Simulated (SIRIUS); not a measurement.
Set-up for a self-consistent single point of Zn2SeS (R3m, 4 atoms in the cell; from Materials Project mp-1215446, changed as shown).

```yaml
crystal:
  lattice:
    - [1.91467, 1.10544, 6.25598]
    - [-1.91467, 1.10544, 6.25598]
    - [0.00000, -2.21088, 6.25598]
  atoms:
    - { symbol: Zn, position: [0.00374, 0.00374, 0.00374] }
    - { symbol: Zn, position: [0.49637, 0.49637, 0.49637] }
    - { symbol: Se, position: [0.62452, 0.62452, 0.62452] }
    - { symbol: S, position: [0.12535, 0.12535, 0.12535] }
```

Computed with PBEsol, FP-LAPW (LAPW with two local orbitals a valence shell; core below -3 Ha), all-electron full potential with ZORA scalar-relativistic valence and Dirac core (SIRIUS).

SIRIUS settings:

- parameters.ngridk: 6 6 6
- basis: LAPW with two local orbitals a valence shell, core below -3 Ha
- unit_cell.atom_type_rmt: {Zn: 2.21, Se: 2.21, S: 2.04} bohr
- parameters.xc_functionals: [XC_GGA_X_PBE_SOL, XC_GGA_C_PBE_SOL]
- parameters.aw_cutoff: 7
- parameters.pw_cutoff: 16 1/bohr
- parameters.smearing: fermi_dirac
- parameters.smearing_width: 0.000367493 Ha
- parameters.electronic_structure_method: full_potential_lapwlo
- parameters.lmax_apw: 8
- parameters.lmax_rho: 8
- parameters.lmax_pot: 8
- parameters.auto_rmt: 0
- parameters.num_fv_states: 28
- parameters.num_mag_dims: 0
- parameters.num_dft_iter: 100
- parameters.energy_tol: 1e-07 Ha
- parameters.density_tol: 1e-06
- mixer.type: anderson
- mixer.beta: 0.4
- mixer.use_hartree: false

Results:

Number of valence electrons: 46
Number of bands: 28
Number of k-points after the program's reduction: 32
Size of the basis: 421
Number of SCF iterations: 13
FFT grid: 72 × 72 × 72
Free energy E − TS: -174607.3319 eV
Gap on the k-point mesh: 1.61 eV
Largest force (vector length): 0.081 eV/Å

Forces (eV/Å):
```csv
atom,Fx,Fy,Fz
Zn1,0.000,0.000,0.058
Zn2,0.000,0.000,-0.049
Se3,0.000,0.000,-0.081
S4,0.000,0.000,0.072
```

Gaps are taken between levels on the mesh.

For comparison: a first run was changed to give this one (lattice scaled by 0.98), and from it to this one the free energy goes up by 10.2 meV/atom, the largest force goes from 0.027 to 0.081 eV/Å and the gap on the mesh goes from 1.363 to 1.606 eV.

The structure comes from a collection of computed structures, made at another level of theory; the collection holds predicted forms beside known ones. Values depend on the basis (sphere radii, cutoffs, local orbitals), which need not be converged.

Cost on one core: roughly 80 core-seconds.
